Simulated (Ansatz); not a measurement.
YGeO:
```yaml
crystal:
  lattice:
    - [3.45318, 0.00000, 0.00000]
    - [0.00000, 3.45318, 0.00000]
    - [0.00000, 0.00000, 8.03579]
  atoms:
    - { symbol: Y, position: [0.00000, 0.50000, 0.67002] }
    - { symbol: Y, position: [0.50000, 0.00000, 0.32998] }
    - { symbol: Ge, position: [0.00000, 0.00000, 0.00000] }
    - { symbol: Ge, position: [0.50000, 0.50000, 0.00000] }
    - { symbol: O, position: [0.50000, 0.00000, 0.61009] }
    - { symbol: O, position: [0.00000, 0.50000, 0.38991] }
```

Relaxed with r²SCAN. Special points in fractions of this cell's reciprocal vectors: Γ (0.000, 0.000, 0.000); X (0.000, 0.500, 0.000); M (0.500, 0.500, 0.000); Z (0.000, 0.000, 0.500); R (0.000, 0.500, 0.500); A (0.500, 0.500, 0.500).

List the band energies nearest the Fermi level at these points for r²SCAN with spin–orbit coupling in the plane-wave PAW code Ansatz.

In eV from the Fermi level; about four levels below and three above (degenerate sets whole), none deeper than 8.9 eV; points with the same levels are listed once.

```csv
k,below,above
Γ,-1.65 -1.65 -1.47 -1.47,0.20 0.20 0.78 0.78
X,-1.21 -1.21 -1.21 -1.21,1.78 1.78 1.78 1.78
M,-0.93 -0.93 -0.93 -0.93,2.59 2.59 2.59 2.59
Z,-1.23 -1.23 -0.62 -0.62,1.65 1.65 2.80 2.80
R,-1.82 -1.82 -1.82 -1.82,1.88 1.88 1.88 1.88
A,-1.18 -1.18 -1.18 -1.18,3.03 3.03 3.03 3.03
```

Space group P4/nmm. The start of the workflow was typed in or built on a structure type; neither database checked (COD, Materials Project) lists it. Its standing as an ambient phase is unchecked. Symmetry was held in the r²SCAN relaxation; its stability against distortions is not shown here. The run is not spin-polarised.

Potentials: the earlier of the program's two PAW sets. The files were generated under PBE; for other functionals the program regenerates the frozen cores, and for LDA and PBEsol the local potential too.
